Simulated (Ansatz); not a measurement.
Rb₂PtCl₆:
```
CELL_PARAMETERS angstrom
      0.00000     4.99359     4.99359
      4.99359     0.00000     4.99359
      4.99359     4.99359     0.00000
ATOMIC_POSITIONS crystal
  Rb 0.25000 0.25000 0.25000
  Rb 0.75000 0.75000 0.75000
  Pt 0.00000 0.00000 0.00000
  Cl 0.76617 0.23383 0.76617
  Cl 0.23383 0.76617 0.23383
  Cl 0.76617 0.23383 0.23383
  Cl 0.23383 0.76617 0.76617
  Cl 0.76617 0.76617 0.23383
  Cl 0.23383 0.23383 0.76617
```

Relaxed with r²SCAN.

Q: Map the valence electron density (e/Å³), cut off at 1 on the plane through (0.250, 0.250, 0.250) spanned by u = [1, 0, 0] and v = [-1, 1, 1] in lattice vectors, from the program Ansatz at the r²SCAN level (PAW).

A: x is the fraction of u, y of v (the angle between them is 90°; rows are the nearest grid lines); atoms in the plane: Rb at (0.00, 0.00), Rb at (0.00, 0.50), Pt at (0.50, 0.75), Cl at (0.50, 0.98), Cl at (0.50, 0.52).
```
|%@@@@+:    .-#@@@::@@@#-.    :+@@@@%|
|@@@@#-.    .:*@@@@@@@@*:.    .-#@@@@|
|@@@#-.     .:=#@@@@@@#=:.     .-#@@@|
|...         ..-=****=-..         ...|
|           .:-#@@@@@@#-:.           |
|         ..:=@@@@@@@@@@=:..         |
|         ..:=@@@@@@@@@@=:..         |
|          ..-#@@@@@@@@#-..          |
|            .:-+*##*+-:.            |
|*+=:.       .:=*@@@@*=:.       .:=+*|
|@@@#-.     .:=#@@@@@@#=:.     .-#@@@|
|@@@@@+:    .-#@@@  @@@#-.    :+@@@@@|
|@@@@@+:    .:+@@@@@@@@+:.    :+@@@@@|
|@@@#-.       .:=+**+=:.       .-#@@@|
|*+=:.         ...::...         .:=+*|
|                                    |
|                                    |
|                                    |
|                                    |
|                                    |
|...                              ...|
|@@@#-.       .:=+**+=:.       .-#@@@|
|@@@@#-.     .-+@@@@@@+-.     .-#@@@@|
|%@@@@+:    .-#@@@::@@@#-.    :+@@@@%|
```
Scale: ten equal steps from 0.003 (start of ' ') to 1.00 (end of '@'), in the order ' .:-=+*#%@'; x runs from 0.000 to 1.00, y from 0.000 (bottom) to 1.00 (top).

The density is the valence pseudo-density with augmentation charge, so density and ELF within about 1 Å of a nucleus are not all-electron values.

Space group Fm-3m. The workflow started from a Materials Project entry (that database holds measured and hypothetical structures alike); the Crystallography Open Database files this formula in space group No. 225, but the cells were not matched. Its standing as an ambient phase is unchecked. The r²SCAN relaxation kept the symmetry of its start; whether a distortion lowers the energy is not shown. No spin polarisation was allowed. Scalar-relativistic: spin–orbit coupling is off unless named, which matters more the heavier the elements.

Potentials: the later of the program's two PAW sets.
